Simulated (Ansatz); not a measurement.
# Calculated 14N nuclear quadrupole resonance for Si3N4

Cell: a COD entry (perhaps calculated rather than measured), ions relaxed with PBE at fixed cell.

Space group Fd-3m:1 (No. 227); a = 7.6765 Å.

| site | Wyckoff | site symmetry | x | y | z |
| --- | --- | --- | --- | --- | --- |
| Si1 | 16d | .-3m | 0.1250 | 0.1250 | 0.6250 |
| Si5 | 8a | -43m | 0.5000 | 0.5000 | 0.0000 |
| N | 32e | .3m | 0.8822 | 0.8822 | 0.3822 |

One atom of each set is listed; the run and its k-mesh use a cell of 14 atoms with edges of 5.43, 5.43, 5.43 Å.

Computed with Ansatz: DFT, PBE, plane waves and PAW (field gradients read without the response of the frozen cores, which leaves them typically 4 to 6 % off), scalar-relativistic, 420 eV cutoff, Γ-centred 6×6×6 k-points, Fermi–Dirac smearing 0.02 eV.

14N: I = 1, Q = 20.44 mb (year-2017 value). Static lattice, zero field.

**Question.** The simulated lines lie at 1.08 MHz. What are |C_Q|, η and |V_zz| at N?

**Answer.** For I = 1 the lines are ν± = (3/4)|C_Q|(1 ± η/3) and ν₀ = |C_Q|η/2. Here |C_Q| = 1.44 MHz, η = 0.00 and |V_zz| = 2.90 × 10²¹ V/m². The calculation gives V_zz positive; the lines don't show the sign. The site has 4 Si at 1.76–1.87 Å.

An axis of threefold or higher order runs through N, so V_zz lies along it and η is zero.

At this cell the PBE pressure is 14 GPa, so with PBE the cell would grow if it were relaxed. The entry's cell may itself be off.

The relaxation (3 steps) took 5 s of wall time (4.8 s of CPU time) and 0.46 GiB at its peak, on 1 thread of AMD EPYC 9R45 (Zen 5) (x86_64; 16 cores open to the job, memory cap 3.0 GiB, no GPU), a shared host with a load of 0.2 a core.
